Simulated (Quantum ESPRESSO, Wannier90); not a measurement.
Wannierisation of IrO₂ (rutile)

```yaml
crystal:
  lattice:
    - [4.50531, 0.00000, 0.00000]
    - [0.00000, 4.50531, 0.00000]
    - [0.00000, 0.00000, 3.17671]
  atoms:
    - { symbol: Ir, position: [0.50000, 0.50000, 0.50000] }
    - { symbol: Ir, position: [0.00000, 0.00000, 0.00000] }
    - { symbol: O, position: [0.69134, 0.69134, 0.00000] }
    - { symbol: O, position: [0.30866, 0.30866, 0.00000] }
    - { symbol: O, position: [0.80866, 0.19134, 0.50000] }
    - { symbol: O, position: [0.19134, 0.80866, 0.50000] }
```

Cell from Materials Project (mp-2723), symmetrised, no further relaxation. COD (Crystallography Open Database) has an entry of this formula and space group (matched by these alone). Level: PBEsol, no spin polarisation, no spin-orbit coupling; pw.x of Quantum ESPRESSO at 68 Ry with PseudoDojo potentials, 6×6×8 k-points, Wannier90. Density: 8×8×10 mesh, cold smearing 0.01 Ry. Spin-orbit coupling is left out although heavy elements are present.

Valence charges of the files: Ir 17, O 6. 50 bands were computed.

Isolated groups of bands, relative to the Fermi level (bands from 13 on overlap up to the last one computed):

```
bands  from (eV)  to (eV)  filling           weight on atomic waves
-----  ---------  -------  -------  -------------------------------
1–2       -93.55   -93.55   filled                       Ir 5s 98 %
3–8       -50.44   -50.15   filled                       Ir 5p 99 %
9–12      -21.11   -18.79   filled  O 2s 84 %, Ir 5d 8 %, Ir 6s 6 %
```

Wanted is a model with the orbitals Ir d, O p, without the filled groups that are mainly made of other shells (semicore states, and anion s where it isn't named); all higher bands stay in for disentanglement.

Task: Give num_wann, exclude_bands and num_bands, and the number of electrons that the model holds.

Result: Electrons: 2×17 + 4×6 = 58, or 29.0 bands' worth; no gap over 0.05 eV opens at the Fermi level at this level of theory.
num_wann = 2×5 + 4×3 = 22.
exclude_bands = 1-12, 12 bands, so num_bands = 50 − 12 = 38.
The model holds 58 − 2×12 = 34 electrons. With the window frozen to 1.50 eV it follows pw.x to 0.3 meV rms (states up to 1.0 eV relative to the Fermi level).
